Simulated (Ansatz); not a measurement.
## Fermi surface of MgSi (P4/mmm)

```xyz
2
Lattice="2.8865 0.0000 0.0000 0.0000 2.8865 0.0000 0.0000 0.0000 3.9691" Properties=species:S:1:pos:R:3 pbc="T T T"
Mg    0.0000    0.0000    0.0000
Si    1.4432    1.4432    1.9845
```

The conventional cell has a = 2.886 Å, b = 2.886 Å, c = 3.969 Å, α = 90.00°, β = 90.00°, γ = 90.00°. Mg (atom 1) is surrounded by 8 Si at 2.85 Å and 4 Mg at 2.89 Å. Si (atom 2) has 8 Mg at 2.85 Å and 4 Si at 2.89 Å as nearest neighbours.

Computed, not measured; unless marked otherwise by LDA, all-electron LAPW in Ansatz 0.2.0, scalar-relativistic. k mesh 12×12×10, fine mesh 20×20×16, Fermi-Dirac smearing of 0.080 eV, basis error target 1 meV/atom. The cell was relaxed by PAW under this functional, which moved its volume by -5 % from the database entry's. This phase needn't be the one found at ambient conditions.

Levels and slopes are solved on a 20×20×16 mesh, and each state is taken as quadratic over its cell.

(1) What is the density of states at the Fermi level, and which bare Sommerfeld coefficient follows?

(2) What Drude plasma energy and σ/τ do the band velocities give?

(3) Which bands cross the Fermi level, and what do they carry?

(4) Map the plane k₃ = 0 of the mesh: how many bands lie under the Fermi level at each point, counted from the least on the plane?

(5) Tabulate the nesting function ξ(q) = Σ δ(ε_k) δ(ε_k+q) on the lines that the mesh holds, over its zone mean.

(6) On PAW files the program sums the optical response inside the mesh cells, interband lines and its own Drude term. Where does ε₁ rise through zero (a sharp plasmon if ε₂ is small there), and how much light is reflected?

(7) What does PAW give for the same cell?

Answers

(1) N(E_F) = 0.362 states/eV/atom (both spins), so γ = (π²/3) k_B² N(E_F) = 0.854 mJ/(mol-atom K²) without electron-phonon or spin-fluctuation enhancement.

(2) (ħω_p,α)² = (e²/ε₀VN_k) Σ_nkσ (∂E/∂k_α)² δ(E − E_F) gives ħω_p = (10.91, 10.91, 7.92) eV along x, y, z, and σ/τ = ε₀ω_p² = 24.3×10²⁰ Ω⁻¹m⁻¹s⁻¹ along x. Weighted by the density of states, the mean Fermi speed is 1.27×10⁶ m/s; the surface has an area of 22.8 Å⁻² for each spin direction.

(3) 

```json
{"band": "1", "filled part": "0.82", "N (states/eV/cell)": "0.33", "speed (10⁶ m/s)": "1.24", "5th to 95th percentile": "0.38 to 1.77", "area (Å⁻²)": "10.1", "filling": "partly filled"}
{"band": "2", "filled part": "0.18", "N (states/eV/cell)": "0.394", "speed (10⁶ m/s)": "1.3", "5th to 95th percentile": "0.78 to 1.71", "area (Å⁻²)": "12.7", "filling": "partly filled"}
```

(4) k₁ runs to the right and k₂ upwards, each from −½ to ½ with 0 in the middle (the axes needn't be at right angles):
```
11111000011100001111
11111001111111001111
11111011111111101111
01112211111111122111
00002211111111122000
00011111111111111100
00111110111110111110
00111111111111111110
01111111111111111111
01111111111111111111
01111111111111111111
00111111111111111110
00111110111110111110
00011111111111111100
00002211111111122000
01112211111111122111
11111011111111101111
11111001111111001111
11111000011100001111
11110000000000000111
```

(5) The deltas are Gaussians of 0.1 to 0.2 eV, set by mesh and band speed, and are averaged over mesh cells, which smears them further. ξ grows towards q = 0 in any metal, and zigzags from point to point can be the mesh's; no second mesh was run.

```
Fine mesh : 20, 20, 16
```

```tsv
line	part	nesting
Gamma-X	0.2	1.341
Gamma-X	0.4	1.084
Gamma-X	0.6	1.072
Gamma-X	0.8	1.151
Gamma-X	1	0.9228
X-M	0	0.9228
X-M	0.2	1.094
X-M	0.4	0.9677
X-M	0.6	1.16
X-M	0.8	1.107
X-M	1	1.289
M-Gamma	0	1.289
M-Gamma	0.2	0.9407
M-Gamma	0.4	1.15
M-Gamma	0.6	1.116
M-Gamma	0.8	1.1
Gamma-Z	0.25	1.601
Gamma-Z	0.5	1.554
Gamma-Z	0.75	1.473
Gamma-Z	1	1.408
Z-R	0	1.408
Z-R	0.2	1.068
Z-R	0.4	1.148
Z-R	0.6	0.9586
Z-R	0.8	0.9757
Z-R	1	0.8319
R-A	0	0.8319
R-A	0.2	1.102
R-A	0.4	1.043
R-A	0.6	1.033
R-A	0.8	0.9669
R-A	1	1.334
A-Z	0	1.334
A-Z	0.2	0.7673
A-Z	0.4	1.059
A-Z	0.6	0.9665
A-Z	0.8	0.9498
A-Z	1	1.408
X-R	0	0.9228
X-R	0.25	0.8129
X-R	0.5	0.8133
X-R	0.75	0.8129
X-R	1	0.8319
M-A	0	1.289
M-A	0.25	1.24
M-A	0.5	1.395
M-A	0.75	1.372
M-A	1	1.334
```

(6) 

```
Fine mesh                         : 20, 20, 16
Window top                        : 25 eV
Line width                        : 0.15 eV
Drude damping                     : 0.1 eV
ε₁ rises through zero at x        : 14.89 eV
ε₂ there x                        : 0.1
ε₁ rises through zero at z        : 1.63, 3.24, 15.35 eV
ε₂ there z                        : 2.37, 19.38, 0.05
Plasma energy (x, y, z)           : 10.77, 10.77, 7.811 eV
Reflectivity at 1 eV, x-polarised : 0.9012
Reflectivity at 2 eV, x-polarised : 0.8273
Reflectivity at 3 eV, x-polarised : 0.7011
```

The plasma energy here is the program's own sum at the run's smearing; it differs from the value above by up to 1 %, through mesh and smearing.

(7) N(E_F) = 0.362 states/eV/atom and ħω_p,x = 10.91 eV.

Keep in mind: these sums move with the mesh, by several per cent and more for small sheets; frozen-core PAW files fitted under PBE, their cores solved anew for the functional of the run.
